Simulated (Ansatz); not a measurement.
A relaxed 1×1 slab of 5 planes, cut along (111) from a bcc crystal of one element, has a cell area of 16.77 Å² and a bulk spacing of 0.898 Å between its first planes. All-electron LAPW in Ansatz 0.2.0 (LDA, scalar-relativistic, no spin polarisation) gives γ = 3.46 J/m², Φ = 4.07 eV and a change of the outer spacing of -21.7 %. The bcc structure needn't be the element's own.

Question: Which element is it?

Answer: Mo. This is the case that was computed; others weren't tested.
